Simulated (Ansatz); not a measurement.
Relaxing a structure of Ti$_{3}$Al

The start is a generated trial cell of Ti3Al in the AFLOW prototype AB3_hR8_148_c_f (D0_5, as in BiI3). The cell and all atomic positions are relaxed at zero pressure with r2SCAN (plane waves to 500 eV, PAW, scalar-relativistic; Ansatz, a first-principles code). The first steps use a coarse 7×7×7 k-mesh.

Initial structure:
```
Ti3Al
1.0
    2.81596     1.62579     5.17949
   -2.81596     1.62579     5.17949
    0.00000    -3.25159     5.17949
Al Ti
2 6
Direct
  0.33333   0.33333   0.33333
  0.66667   0.66667   0.66667
  0.08800   0.75500   0.42100
  0.42100   0.08800   0.75500
  0.75500   0.42100   0.08800
  0.91200   0.24500   0.57900
  0.57900   0.91200   0.24500
  0.24500   0.57900   0.91200
```

```json
{
 "initial_pressure": "+13.0 GPa (positive: the cell is compressed)",
 "largest_initial_force": "3.96 eV/Å, on Ti3, Ti4, Ti5, Ti6, Ti7, Ti8 (atoms numbered as listed)",
 "outcome": "The space group stays R-3 (No. 148) (the run could not lower it), with 8 atoms in the primitive cell",
 "energy_released": "0.79 eV/atom",
 "volume_change": "+4.8 %, from 17.78 to 18.64 Å³/atom",
 "Shortest distances (start → end)": "The closest pairs of elements (up to four, under 3.6 Å), start → end: Al–Ti 2.32 → 2.81 Å; Ti–Ti 3.08 → 2.76 Å; Al–Al 3.25 → 2.93 Å",
 "band_gap_at_the_end": "zero (metallic)",
 "optimiser_moves": "10"
}
```

Final values are on a 11×11×11 k-mesh of the relaxed cell. No spin polarisation in the result.

The run could not lose the symmetry of its start, so the end can be a saddle point.

The relaxed structure here is a generated cell of Ti3Al: the first start was made by placing the elements on the sites of a structure type, and the end was not matched to a known phase here, so it may be hypothetical. Known forms of Ti3Al include space group No. 194.
